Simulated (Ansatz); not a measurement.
This B3MoP4 structure is the end of a relaxation. The cell was found from a structure generator's guess, not taken from experiment.

The calculation used DFT PBE, scalar-relativistic, plane waves, PAW in Ansatz 0.2.0. Cutoff 420 eV, Γ-centred mesh, Gaussian smearing, no spin polarisation.

```
CELL_PARAMETERS angstrom
4.83089 0.00000 0.00000
0.00000 4.83089 0.00000
0.00000 0.00000 4.83089
ATOMIC_POSITIONS crystal
B 0.50000 0.00000 0.00000
B 0.00000 0.50000 0.00000
B 0.00000 0.00000 0.50000
Mo 0.50000 0.50000 0.50000
P 0.23019 0.23019 0.23019
P 0.76981 0.76981 0.23019
P 0.76981 0.23019 0.76981
P 0.23019 0.76981 0.76981
```

The zero of energy is the elements' standard structures at the same level; no fitted shifts are applied. The references include black phosphorus.

Question: Find its symmetry and describe it.

Answer: P-43m (No. 215), with B and Mo ordered on zinc blende sites. Conventional cell: a = 4.831 Å. Around B lie 4 P at 2.04 Å; around Mo lie 4 P at 2.26 Å; P has 3 B at 2.04 Å and 1 Mo at 2.26 Å.

Question: How far does it lie from the elements in energy?

Answer: +0.11 eV/atom. It can't be a ground state, since the elements alone are lower.

Question: Is it a metal?

Answer: Yes, bands cross the Fermi level on the 8×8×8 mesh.

The last run used an 8×8×8 mesh for its 8-atom cell and Gaussian smearing of 0.10 eV. The cell is a metal run without spin; a magnetic state may lie lower. The reference form of P is held partly by dispersion forces, which this level lacks. A later test with randomly moved atoms came back to the same energy, though modes that don't fit the test's cell weren't probed.
